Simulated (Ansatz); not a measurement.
# Sensitivity of the gradients in ZnO with Na replacing Zn to the input

Cell: a supercell of ZnO (wurtzite type, P6_3mc) built from an entry of the Crystallography Open Database (COD), with all atoms left at the host's positions.

```
Na Zn O
1.0
     6.49862    0.00000    0.00000
    -4.87396    8.44195    0.00000
     0.00000    0.00000   10.41142
Na Zn O
1 23 24
Cartesian
  0.0000 1.8760 2.6029
  0.0000 1.8760 7.8086
  -1.6247 4.6900 2.6029
  -1.6247 4.6900 7.8086
  -3.2493 7.5040 2.6029
  -3.2493 7.5040 7.8086
  3.2493 1.8760 2.6029
  3.2493 1.8760 7.8086
  1.6247 4.6900 2.6029
  1.6247 4.6900 7.8086
  0.0000 7.5040 2.6029
  0.0000 7.5040 7.8086
  1.6247 0.9380 0.0000
  1.6247 0.9380 5.2057
  0.0000 3.7520 0.0000
  0.0000 3.7520 5.2057
  -1.6247 6.5660 0.0000
  -1.6247 6.5660 5.2057
  4.8740 0.9380 0.0000
  4.8740 0.9380 5.2057
  3.2493 3.7520 0.0000
  3.2493 3.7520 5.2057
  1.6247 6.5660 0.0000
  1.6247 6.5660 5.2057
  1.6247 0.9380 1.9730
  1.6247 0.9380 7.1787
  0.0000 3.7520 1.9730
  0.0000 3.7520 7.1787
  -1.6247 6.5660 1.9730
  -1.6247 6.5660 7.1787
  4.8740 0.9380 1.9730
  4.8740 0.9380 7.1787
  3.2493 3.7520 1.9730
  3.2493 3.7520 7.1787
  1.6247 6.5660 1.9730
  1.6247 6.5660 7.1787
  0.0000 1.8760 4.5759
  0.0000 1.8760 9.7816
  -1.6247 4.6900 4.5759
  -1.6247 4.6900 9.7816
  -3.2493 7.5040 4.5759
  -3.2493 7.5040 9.7816
  3.2493 1.8760 4.5759
  3.2493 1.8760 9.7816
  1.6247 4.6900 4.5759
  1.6247 4.6900 9.7816
  0.0000 7.5040 4.5759
  0.0000 7.5040 9.7816
```

Atoms are numbered from 1 in the order listed; like atoms form one site, named after its first atom.

Reference run. Level of theory: DFT, PBE, plane waves and PAW, scalar-relativistic, collinear spin, 420 eV cutoff, Γ-centred 3×2×2 k-points, Fermi–Dirac smearing 0.01 eV (Ansatz 0.2.0). Start moments as typed (μB): 1 on each Na, none on the rest.

Q: The input is changed as follows: `basis.ecutwfc`: not typed → 350 eV. What happens to V_zz (10²¹ V/m²) and η?

A: 

```
site  atom  V_zz reference  η reference  V_zz changed  η changed
  Na     1           0.081         0.53         0.074       0.89
 Zn2     2           -0.15         0.55         -0.13       0.54
 Zn7     7           -0.33         0.98          0.33       0.97
 Zn9     9           -0.87         0.20         -0.87       0.17
Zn10    10           -0.12         0.69         -0.12       0.85
Zn11    11           -0.84         0.39         -0.84       0.36
Zn12    12           -0.11         0.38         -0.11       0.53
Zn13    13           -0.82         0.27         -0.80       0.27
 O25    25           -4.90         0.22         -4.81       0.22
 O27    27           -5.27         0.13         -5.17       0.13
 O31    31           -4.93         0.21         -4.83       0.21
 O37    37           -6.40         0.08         -6.29       0.08
```

The largest change of V_zz along a kept axis is on O37, from -6.40 to -6.29. In per cent, |V_zz| changes by -2 on O (all sites that start above 2). Where |V_zz| stays above 0.1 and the axes keep their order, η moves most on Zn10, from 0.69 to 0.85. On Zn7, Zn18 (not all in the table) the largest principal value lies along another axis in the second run, so the two V_zz can't be compared directly. The table leaves out 36 of the 48 sites, with |V_zz| up to 0.93; their tensors move by 0.03 at most along any direction. The statements above cover all sites. SCF iterations: 23 and 22. New warnings: cutoff below recommended. In the changed run the cutoff of 350 eV lies below the one recommended for these PAW files, yet the gradients stay close to the reference.

On the reference run: The defect repeats with the cell of 48 atoms, so it feels its images: sites between two images don't show the values beside a lone defect, and zeros or small values of η there can come from the images' arrangement. O and Zn carry a gradient in the pure host already, so the values there aren't the defect's effect alone. The shape of the repeated cell lowers the symmetry of the defect's site from 3m to 1, so η and the spread among like neighbours partly reflect the cell. The defect cell has no gap above 0.1 eV on its mesh, so the values can hang on the smearing and the k-mesh. The cell keeps the host's lattice, and with the defect in it the PBE pressure is 5 GPa. The start moments die out, and the run ends without spin. The neighbours have not yet relaxed around the defect (largest force 2.3 eV/Å), and relaxing can change the values around it severalfold.
